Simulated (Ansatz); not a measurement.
**Structure optimisation: silver, hcp**

These are results of DFT, BLYP, plane waves (420 eV) with PAW, scalar-relativistic in Ansatz 0.2.0, not measurements. The PAW files were generated under PBE, with cores re-solved for the functional.

k-point mesh 12×12×7, Fermi-Dirac smearing 0.1 eV, no spin polarisation. Cell and atoms relax.

Starting structure:

```
Ag
1.0
     2.88938    0.00000    0.00000
    -1.44469    2.50227    0.00000
     0.00000    0.00000    4.71835
Ag
2
Direct
  0.33333 0.66667 0.25000
  0.66667 0.33333 0.75000
```

**Question.** What cell does the relaxation end in?

**Answer.** P6_3/mmc with a = 3.026 Å, c = 4.883 Å (c/a = 1.614); 19.36 Å³ per atom against 17.06 at the start (13.5 %).

**Question.** How much energy does the relaxation gain?

**Answer.** 77.7 meV per atom.
